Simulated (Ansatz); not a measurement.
## Piezoelectric tensor of Si$_{7}$Ge

Level of theory: DFT LDA, scalar-relativistic, plane waves, PAW (Ansatz). Settings: 420 eV plane-wave cutoff, Γ-centred 8×8×8 mesh, fixed occupations. No spin polarisation.

The cell, relaxed at this level:
```yaml
crystal:
  lattice:
    - [5.42492, 0.00000, 0.00000]
    - [0.00000, 5.42492, 0.00000]
    - [0.00000, 0.00000, 5.42492]
  atoms:
    - { symbol: Si, position: [0.25241, 0.25241, 0.25241] }
    - { symbol: Si, position: [0.00000, 0.50000, 0.50000] }
    - { symbol: Si, position: [0.50000, 0.50000, 0.00000] }
    - { symbol: Si, position: [0.50000, 0.00000, 0.50000] }
    - { symbol: Si, position: [0.74759, 0.25241, 0.74759] }
    - { symbol: Si, position: [0.74759, 0.74759, 0.25241] }
    - { symbol: Si, position: [0.25241, 0.74759, 0.74759] }
    - { symbol: Ge, position: [0.00000, 0.00000, 0.00000] }
```

Give the clamped-ion proper piezoelectric stress tensor e_iJ (C/m², Voigt columns xx yy zz yz xz xy).

Answers

```
x   0.000 0.000 0.000 0.020 0.000 0.000
y   0.000 0.000 0.000 0.000 0.020 0.000
z   0.000 0.000 0.000 0.000 0.000 0.020
```
Signs follow the orientation of the cell as given.

Whether Si7Ge exists in this form wasn't checked.

Cost: 1 run of about 5.1 core-minutes, on Oxide Virtual Turin-like Processor (Zen 5) (shared hosts).